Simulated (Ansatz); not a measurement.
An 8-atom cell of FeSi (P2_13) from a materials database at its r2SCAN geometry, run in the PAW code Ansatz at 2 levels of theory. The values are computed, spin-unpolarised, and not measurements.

The r2SCAN input:
```yaml
crystal:
  lattice:
    - [4.403051895, 0.0, 0.0]
    - [0.0, 4.403051895, 0.0]
    - [0.0, 0.0, 4.403051895]
  atoms:
    - { symbol: Fe, position: [0.8633399905, 0.6366600095, 0.3633399905] }
    - { symbol: Fe, position: [0.6366600095, 0.3633399905, 0.8633399905] }
    - { symbol: Fe, position: [0.3633399905, 0.8633399905, 0.6366600095] }
    - { symbol: Fe, position: [0.1366600095, 0.1366600095, 0.1366600095] }
    - { symbol: Si, position: [0.1588681659, 0.3411318341, 0.6588681659] }
    - { symbol: Si, position: [0.3411318341, 0.6588681659, 0.1588681659] }
    - { symbol: Si, position: [0.6588681659, 0.1588681659, 0.3411318341] }
    - { symbol: Si, position: [0.8411318341, 0.8411318341, 0.8411318341] }
kpoints:
  mp_grid: { grid: [6, 6, 6] }
  band_path:
    path:
      - [0.0, 0.0, 0.0]
      - [0.0, 0.5, 0.0]
      - [0.5, 0.5, 0.0]
      - [0.5, 0.5, 0.5]
      - [0.5, 0.0, 0.0]
      - [-0.078125, -0.088542, 0.291667]
      - [0.0, 0.328125, 0.208333]
      - [0.0, 0.1666666667, 0.3333333333]
    npoints: 1
hamiltonian:
  xc: r2scan
scf:
  occupations: { method: fixed }
  n_extra_bands: 6
output:
  forces: true
  stress: true
  eigenvalues: true
```

Main results, then, where recorded, the levels near the gap in eV from the Fermi energy (columns number the bands from 0), one row a point of the path (Γ, X, M, R, X₁, (-0.078, -0.089, 0.292), (0, 0.328, 0.208), (0, 1/6, 1/3)):
```
Crystal: 8 atoms, lattice volume = 85.361 Å³
Symmetry: 12 space group operations
Space group: P213 (ITA 198)
```
```
Basis set: ecut = 500 eV, 2109 PW (Γ)
k-points: 24 of 216 (time reversal used)
SCF 1 converged in 9 iterations: F = -20502.025097 eV  dr2 = 1.61e-8
Free energy (F): -20502.025097 eV
Fermi energy:    17.148909 eV
--- Forces (eV/Å), atoms counted from 1 ---
  atom   1  Fe    -0.00040      0.00040    -0.00040
  atom   2  Fe      0.00040    -0.00040    -0.00040
  atom   3  Fe    -0.00040    -0.00040      0.00040
  atom   4  Fe      0.00040      0.00040      0.00040
  atom   5  Si    -0.00038      0.00038    -0.00038
  atom   6  Si      0.00038    -0.00038    -0.00038
  atom   7  Si    -0.00038    -0.00038      0.00038
  atom   8  Si      0.00038      0.00038      0.00038
--- Stress (GPa, compression-positive) ---
       -0.016525       0.000000       0.000000
        0.000000      -0.016525       0.000000
        0.000000       0.000000      -0.016525
  P = ⅓ Tr σ = -0.0165 GPa (-0.165 kbar)
```
```tsv
band_37	band_38	band_39	band_40	band_41	band_42
-0.384	-0.120	-0.120	0.855	0.855	0.855
-0.491	-0.051	-0.051	0.378	0.378	1.968
-1.116	-0.450	-0.450	0.816	0.816	1.565
-0.800	-0.800	-0.800	0.733	0.733	0.733
-0.491	-0.051	-0.051	0.378	0.378	1.968
-0.373	-0.182	-0.016	0.370	0.692	1.643
-0.576	-0.239	-0.103	0.339	0.675	1.834
-0.490	-0.199	-0.054	0.337	0.668	1.730
```

The r2SCAN gap is indirect, 0.34 eV (Γ–X (0.67 of the way from Γ) to k = (0, 1/3, 1/6)), below the direct gap of 0.36 eV at Γ–X (0.67 of the way from Γ).

HSE06. Against the first input these blocks differ (the band path and keys that only write files left aside):
```yaml
kpoints:
  mp_grid: { grid: [4, 4, 4] }
hamiltonian:
  xc: hse06
```

```
Basis set: ecut = 420 eV, 1743 PW (Γ)
k-points: 11 of 64 (time reversal used)
SCF 1 stopped early in 6 iterations: F = -20469.206111 eV  dr2 = 8.52e-7
Exchange kernel: α = 0.2500, screened, ω = 0.2079 Å⁻¹, Wigner–Seitz truncation, v(0) = 1041.3816 eV·Å³, q-mesh 4×4×4
SCF 2 stopped early in 9 iterations: F = -20461.456225 eV  dr2 = 4.81e-5
hybrid outer 1: dexx = +5.729e-1 eV, tail = 1.31e-3 eV
SCF 3 converged in 8 iterations: F = -20461.456299 eV  dr2 = 1.32e-10
hybrid outer 2: dexx = +5.846e-5 eV, tail = 1.28e-6 eV, Δε = 6.84e-3 eV, ΔF = 1.22e-2 eV/Å
SCF 4 converged in 6 iterations: F = -20461.456302 eV  dr2 = 7.73e-11
hybrid outer 3: dexx = +3.193e-7 eV, tail = 3.10e-9 eV, Δε = 4.02e-4 eV, ΔF = 3.08e-4 eV/Å
Free energy (F): -20461.456302 eV
Fermi energy:    16.548408 eV
--- Forces (eV/Å), atoms counted from 1 ---
  atom   1  Fe      0.08315    -0.08315      0.08315
  atom   2  Fe    -0.08315      0.08315      0.08315
  atom   3  Fe      0.08315      0.08315    -0.08315
  atom   4  Fe    -0.08315    -0.08315    -0.08315
  atom   5  Si      0.00805    -0.00805      0.00805
  atom   6  Si    -0.00805      0.00805      0.00805
  atom   7  Si      0.00805      0.00805    -0.00805
  atom   8  Si    -0.00805    -0.00805    -0.00805
--- Stress (GPa, compression-positive) ---
       -3.998265       0.000000       0.000000
        0.000000      -3.998265       0.000000
        0.000000       0.000000      -3.998265
  P = ⅓ Tr σ = -3.9983 GPa (-39.983 kbar)
```
```tsv
band_37	band_38	band_39	band_40	band_41	band_42
-0.545	-0.468	-0.468	1.917	1.917	1.917
-0.868	-0.249	-0.249	1.542	1.542	2.951
-1.186	-0.677	-0.677	1.912	1.912	2.609
-0.887	-0.887	-0.887	1.921	1.921	1.921
-0.868	-0.249	-0.249	1.542	1.542	2.951
-0.682	-0.454	-0.031	1.483	1.844	2.686
-0.821	-0.509	-0.146	1.468	1.843	2.931
-0.772	-0.467	-0.106	1.470	1.826	2.787
```

With HSE06 the valence top lies at Γ–X (0.50 of the way from Γ) and the conduction bottom at M–Γ (0.50 of the way from M), 1.47 eV higher; the smallest vertical gap, at k = (-0.078, -0.089, 0.292), is 1.51 eV. The mean pressure at these positions is -4.0 GPa, compression counted positive. (The program warns that its thresholds are loose for a hybrid's stress.)

The hybrids run on coarser meshes, which limits their stresses and small splittings of levels.

Totals of different functionals can't be compared.

The meshes of the hybrids are coarse, so their gaps aren't converged to the digits shown.
